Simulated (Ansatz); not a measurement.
**CsCl-type GdMn**

Method: PBEsol, scalar-relativistic; collinear spin; PAW, 420 eV, Γ-centred 10×10×10 mesh, 0.05 eV Gaussian smearing; code Ansatz; PAW files: Ansatz's generated set soft_2.

```
CELL_PARAMETERS angstrom
3.44753 0.00000 0.00000
0.00000 3.44753 0.00000
0.00000 0.00000 3.44753
ATOMIC_POSITIONS crystal
Gd 0.00000 0.00000 0.00000
Mn 0.50000 0.50000 0.50000
```

The structure was built from a prototype; whether the compound forms in it isn't claimed.

Magnetic state: ferrimagnetic, site spin moments Gd 7.17; Mn -3.28 μB.

Q: Which orbitals carry the states at the Fermi level, and how many states are there?

A: Within 0.1 eV of it: Mn 3d 55 %, Gd 5d 34 % (shares among the projected shells). The Fermi level sits on a steep edge: the density of states is 1.7, 3.4 and 3.2 states/eV per cell at −0.1, 0 and +0.1 eV.

Density of states (tetrahedra, averaged over 0.3 eV; states/eV per cell of 2 atoms; energy in eV from the Fermi level; projections on Löwdin-orthogonalised atomic orbitals, summed over sites):

```
    E  total  Gd 4f up  Gd 4f down  Mn 3d down  Mn 3d up  Gd 5d up
-6.10    0.0       0.0         0.0         0.0       0.0       0.0
-5.80    0.1       0.0         0.0         0.0       0.0       0.0
-5.50    0.1       0.0         0.0         0.0       0.0       0.0
-5.20    0.1       0.0         0.0         0.0       0.0       0.0
-4.90    0.2       0.0         0.0         0.0       0.0       0.0
-4.60    0.3       0.0         0.0         0.0       0.0       0.0
-4.30   14.5      14.1         0.0         0.0       0.0       0.1
-4.00    9.5       9.1         0.0         0.0       0.0       0.0
-3.70    0.8       0.0         0.0         0.2       0.0       0.0
-3.40    1.2       0.0         0.0         0.3       0.0       0.1
-3.10    2.4       0.0         0.0         1.0       0.1       0.3
-2.80    3.6       0.0         0.0         2.2       0.1       0.4
-2.50    4.1       0.0         0.0         3.1       0.0       0.3
-2.20    5.4       0.0         0.1         4.3       0.1       0.3
-1.90    3.6       0.0         0.0         2.2       0.3       0.5
-1.60    2.4       0.0         0.0         0.8       0.4       0.7
-1.30    1.8       0.0         0.0         0.3       0.4       0.7
-1.00    1.7       0.0         0.0         0.4       0.3       0.5
-0.70    1.6       0.0         0.0         0.1       0.6       0.6
-0.40    1.9       0.0         0.0         0.1       0.8       0.5
-0.10    2.2       0.0         0.1         0.1       1.0       0.5
 0.20    4.0       0.0         0.2         0.1       2.2       0.6
 0.50    3.8       0.0         0.5         0.1       1.9       0.4
 0.80    4.5       0.0         2.9         0.1       0.8       0.1
 1.10   18.6       0.0        17.1         0.2       0.6       0.1
 1.40    2.5       0.0         1.4         0.1       0.2       0.1
 1.70    4.1       0.0         0.3         0.1       2.0       0.5
 2.00    3.3       0.0         0.1         0.1       1.2       0.6
 2.30    2.2       0.0         0.0         0.0       0.9       0.8
 2.60    2.2       0.0         0.0         0.0       0.6       0.8
 2.90    1.9       0.0         0.1         0.1       0.3       0.5
 3.20    1.6       0.0         0.0         0.0       0.2       0.6
 3.50    1.4       0.0         0.0         0.0       0.1       0.4
 3.80    1.3       0.0         0.0         0.0       0.1       0.3
 4.10    1.1       0.0         0.0         0.0       0.1       0.3
```

Without a U the 4f levels of Gd lie too near the Fermi level, so their share of the states there, and what hangs on it, is overstated. Spin–orbit coupling, which matters for such heavy elements, is left out. The run wasn't fully tested for a lower electronic state. Site moments are of spin, integrated over atomic spheres. The antiparallel order was set by the start and isn't a prediction.
